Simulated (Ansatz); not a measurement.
**CsPbCl3: the gap from level to level**

A database entry relaxed whole under r2SCAN at zero pressure (Pm-3m, No. 221):

```yaml
crystal:
  lattice:
    - [5.67203, 0.00000, 0.00000]
    - [0.00000, 5.67203, 0.00000]
    - [0.00000, 0.00000, 5.67203]
  atoms:
    - { symbol: Cs, position: [0.00000, 0.00000, 0.00000] }
    - { symbol: Pb, position: [0.50000, 0.50000, 0.50000] }
    - { symbol: Cl, position: [0.50000, 0.50000, 0.00000] }
    - { symbol: Cl, position: [0.00000, 0.50000, 0.50000] }
    - { symbol: Cl, position: [0.50000, 0.00000, 0.50000] }
```

Its volume is 36.50 Å³ an atom, +3.6 % against the entry's 35.22, which is old or was flagged in a check.

Single points on this cell with plane-wave PAW DFT (Ansatz 0.2.0; r2SCAN 500 eV, hybrids 420 eV; fermi-dirac occupations of width 0.020 eV; no moments): r2SCAN on a 6×6×6 Γ-centred mesh; r2SCAN with spin-orbit coupling on a 6×6×6 Γ-centred mesh; HSE06 on a 4×4×4 Γ-centred mesh; PBE0 on a 4×4×4 Γ-centred mesh.

**Question.** What does each level give for gap and charges?

**Answer.** The runs give:

| level | gap (eV), or kind | pressure (GPa) | Bader charge of Cs (e) | Bader charge of Pb (e) | Bader charge of Cl (e) |
| --- | --- | --- | --- | --- | --- |
| r2SCAN | 2.47 | 0.0 | +0.91 | +1.33 | -0.75 |
| r2SCAN with spin-orbit coupling | 1.19 | -0.1 | +0.91 | +1.29 | -0.73 |
| HSE06 | 2.79 | 0.4 | +0.91 | +1.35 | -0.75 |
| PBE0 | 3.44 | 0.4 | +0.91 | +1.36 | -0.76 |

Under r2SCAN the gap is 2.47 eV, over mesh and band path. HSE06 moves it by +0.32 eV and PBE0 by +0.97 eV; PBE0 keeps its exact exchange at long range, which widens the gap over HSE06's by 0.65 eV on their common mesh. Spin-orbit coupling moves the r2SCAN gap by -1.28 eV, which the hybrid values lack.

Caveats: the relaxation kept the start's symmetry; HSE06 is read on its mesh and at the zone's corners, PBE0 on its mesh alone; hybrid pressures are good to a few tenths of a GPa; pressure is positive in compression.
